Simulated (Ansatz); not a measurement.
PbS:
```
CELL_PARAMETERS angstrom
     12.01644     0.00000     0.00000
      0.00000     4.20614     0.00000
      0.00000     0.00000     4.35104
ATOMIC_POSITIONS crystal
  Pb 0.87221 0.25000 0.18145
  Pb 0.12779 0.75000 0.81855
  Pb 0.62779 0.75000 0.68145
  Pb 0.37221 0.25000 0.31855
  S  0.64431 0.25000 0.10637
  S  0.35569 0.75000 0.89363
  S  0.85569 0.75000 0.60637
  S  0.14431 0.25000 0.39363
```

Relaxed with r²SCAN+D4. Special points in fractions of this cell's reciprocal vectors: Γ (0.000, 0.000, 0.000); X (0.500, 0.000, 0.000); S (0.500, 0.500, 0.000); Y (0.000, 0.500, 0.000); Z (0.000, 0.000, 0.500); U (0.500, 0.000, 0.500); R (0.500, 0.500, 0.500); T (0.000, 0.500, 0.500).

Q: List the band energies nearest the valence-band maximum at these points for the program Ansatz at the r²SCAN+D4 with spin–orbit coupling level (PAW).

A: In eV from the valence-band maximum; about four levels below and three above (degenerate sets whole), none deeper than 8.9 eV; points with the same levels are listed once.

| k | below | above |
|---|---|---|
| Γ | -0.97 -0.97 -0.46 -0.46 | 1.61 1.61 3.73 3.73 |
| X | -0.59 -0.59 -0.59 -0.59 | 2.87 2.87 2.87 2.87 |
| S | -0.47 -0.47 -0.47 -0.47 | 1.72 1.72 1.72 1.72 |
| Y | -0.35 -0.35 -0.35 -0.35 | 1.42 1.42 1.42 1.42 |
| Z | -0.23 -0.23 -0.23 -0.23 | 1.34 1.34 1.34 1.34 |
| U | -0.25 -0.25 -0.25 -0.25 | 1.50 1.50 1.50 1.50 |
| R | -1.58 -1.58 -1.58 -1.58 | 3.54 3.54 3.54 3.54 |
| T | -0.91 -0.91 -0.91 -0.91 | 3.08 3.08 3.08 3.08 |

Space group Pnma. The first step of the workflow began from a Materials Project structure, measured or hypothetical; the Crystallography Open Database copy checked does not list it. It is not the phase usual at ambient conditions (space group No. 225). The r²SCAN+D4 relaxation kept the symmetry of its start; whether a distortion lowers the energy is not shown.

Potentials: the later of the program's two PAW sets.
